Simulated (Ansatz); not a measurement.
SiC:
```
CELL_PARAMETERS angstrom
      3.12259     0.00000     0.00000
     -1.56129     2.70424     0.00000
      0.00000     0.00000     5.22278
ATOMIC_POSITIONS crystal
  Si 0.33333 0.66667 0.25000
  Si 0.66667 0.33333 0.75000
  C  0.33333 0.66667 0.75000
  C  0.66667 0.33333 0.25000
```

Relaxed with PBE+D3(BJ). Special points in fractions of this cell's reciprocal vectors: Γ (0.000, 0.000, 0.000); M (0.500, 0.000, 0.000); K (0.333, 0.333, 0.000); A (0.000, 0.000, 0.500); L (0.500, 0.000, 0.500); H (0.333, 0.333, 0.500).

### Question
List the band energies nearest the valence-band maximum at these points for plane-wave PAW PBE+D3(BJ) (Ansatz code).

### Answer
In eV from the valence-band maximum; about four levels below and three above (degenerate sets whole), none deeper than 8.9 eV; points with the same levels are listed once.

| k | below | above |
|---|---|---|
| Γ | -3.51 -3.51 -2.60 -2.60 -0.01 | 2.82 3.54 4.88 4.88 |
| M | -5.36 -5.27 -3.85 -3.06 | 0.98 3.29 3.67 |
| K | -8.29 -6.30 -3.95 -3.95 | 2.53 5.30 5.30 |
| A | -3.08 -3.08 -3.08 -3.08 | 3.88 3.88 5.39 5.39 5.39 5.39 |
| L | -4.64 -4.64 -2.44 -2.44 | 1.57 1.57 2.35 2.35 |
| H | -7.46 -7.46 -1.71 -1.71 | 1.56 1.56 5.32 5.32 |

Space group P6_3/mmc. The start of the workflow was typed in or built on a structure type; neither database checked (COD, Materials Project) lists it. It is not the phase usual at ambient conditions (space group No. 186, 216). Symmetry was held in the PBE+D3(BJ) relaxation; its stability against distortions is not shown here. The volume moved by -44 % from the start of the relaxation. Its formation energy is positive at this level, so the cell may be metastable or incomplete.

Potentials: the later of the program's two PAW sets.
